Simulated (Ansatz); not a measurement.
Theory: Ansatz 0.2.0, DFT PBE+D3(BJ), scalar-relativistic, plane waves, PAW. Settings: cutoff 420 eV, Γ-centred meshes spaced at most about 0.3 Å⁻¹, and about 0.25 Å⁻¹ or finer for metals (2π included), Gaussian smearing. No spin polarisation in the final relaxations.

All energies are static (0 K, no zero-point motion). All come from trial cells, and lower structures may exist. Only a and b repeat, and vacuum parts each sheet from its images along c.

Question: Which of these relaxed structures of S is the lowest in energy?
A. Layer group p-3m1 (No. 72), a = 3.293 Å, b = 3.293 Å, γ = 120.0°, thickness 4.60 Å between the outermost nuclei. S at height 1.56 Å has 6 S at 2.41–2.46 Å; S at height 0.00 Å has 3 S at 2.46 Å.
B. Layer group p4/mmm (No. 61), a = 2.353 Å, b = 2.353 Å, γ = 90.0°, thickness 3.51 Å between the outermost nuclei. S at height 0.00 Å has 4 S at 2.35 Å.

Answer: B. It has layer group p4/mmm (No. 61); the next, A, with layer group p-3m1 (No. 72), lies 260 meV/atom higher. Counting all near atoms (those within 1.25 times the shortest such distance or 1.15 times the sum of covalent radii, 1.27 where that leaves under three; a slash parts the counts of unlike sites), the lowest has S 4 and the next has S 3/6.

A magnetic state wasn't ruled out in cells without spin, among them p-3m1. Cells relaxed within their symmetry can be saddle points. Some candidate types were left out of the draw beforehand, so a known form may be missing.
